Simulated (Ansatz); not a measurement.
The start is a relaxed W cell, doubled along one cell vector, shaken by Gaussian noise of σ = 0.08 Å a coordinate. A full variable-cell relaxation at zero pressure is run with r2SCAN (plane waves to 500 eV, PAW, scalar-relativistic; Ansatz, a first-principles code). First-step values are on the input's coarse k-mesh.

Ansatz input (later rounds restart from its end on a renewed k-mesh):
Ansatz 0.2 input:
```yaml
crystal:
  lattice:
    - [-3.1692780974, 3.1692780974, 3.1692780974]
    - [1.5846390487, -1.5846390487, 1.5846390487]
    - [1.5846390487, 1.5846390487, -1.5846390487]
  atoms:
    - { symbol: W, position: [0.0113445994, 0.0089642862, 0.0405487136] }
    - { symbol: W, position: [0.505006804, -0.0073054888, -0.0231157062] }
basis: { ecutwfc: 500, ecutrho_ratio: 4, xc_grid: 4, fft_grid_basis: typed }
kpoints: { mp_grid: { grid: [7, 14, 14] } }
hamiltonian:
  xc: r2scan
  dispersion: none
  pseudopotentials: { kind: paw }
scf: { occupations: { method: fermi_dirac, width: 0.05 } }
relax: { f_tol: 0.01, max_steps: 100, cell: { stress_tol: 0.02 } }
output: { forces: true, stress: true }
```

Problem. Which atoms feel the largest initial force, and how large is it?

Solution. 1.13 eV/Å, on W1, W2 (atoms numbered as listed).

Problem. By how much does the energy per atom fall from start to end?

Solution. 0.04 eV/atom.

Problem. What band gap does the relaxed structure have at this level?

Solution. Zero (metallic).

Final structure:

```cif
data_W2
_chemical_formula_sum 'W2'
_space_group_name_H-M_alt 'Im-3m'
_space_group_IT_number 229
_space_group_name_Hall '-I 4 2 3'
_cell_length_a 3.16928
_cell_length_b 3.16928
_cell_length_c 3.16928
_cell_angle_alpha 90.000
_cell_angle_beta 90.000
_cell_angle_gamma 90.000
loop_
_atom_site_label
_atom_site_type_symbol
_atom_site_symmetry_multiplicity
_atom_site_Wyckoff_symbol
_atom_site_fract_x
_atom_site_fract_y
_atom_site_fract_z
_atom_site_occupancy
W1 W 2 a 0.00000 0.00000 0.00000 1
```
(The calculation used a cell of 1 atom; values per cell refer to that cell.)

Final values are on a 21×21×21 k-mesh of the relaxed cell. No spin polarisation in the result.

The run could not lose the symmetry of its start.
